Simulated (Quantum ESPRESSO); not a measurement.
```cif
data_H2I2Sr2
_chemical_formula_sum 'H2 Sr2 I2'
_space_group_name_H-M_alt 'P 1'
_space_group_IT_number 1
_cell_length_a 4.29119
_cell_length_b 4.29119
_cell_length_c 8.19040
_cell_angle_alpha 90.000
_cell_angle_beta 90.000
_cell_angle_gamma 90.000
loop_
_space_group_symop_operation_xyz
  'x, y, z'
loop_
_atom_site_label
_atom_site_type_symbol
_atom_site_fract_x
_atom_site_fract_y
_atom_site_fract_z
_atom_site_occupancy
H1 H 0.50000 0.50000 0.00000 1
H2 H 0.00000 0.00000 0.00000 1
Sr1 Sr 0.00000 0.50000 0.15602 1
Sr2 Sr 0.50000 0.00000 0.84398 1
I1 I 0.00000 0.50000 0.66477 1
I2 I 0.50000 0.00000 0.33523 1
```

Cell and atoms were relaxed with PBE+D3(BJ) from Materials Project entry mp-24205, within its symmetry.

Task: What does PBEsol (Quantum ESPRESSO, PseudoDojo norm-conserving, 72 Ry, scalar-relativistic) give for the electronic structure near the Fermi level?

Result: The PBEsol gap is indirect, 2.95 eV, from Z to M; the smallest direct gap is 3.04 eV. Without spin-orbit coupling, band edges of such heavy elements can be off by tenths of an eV.
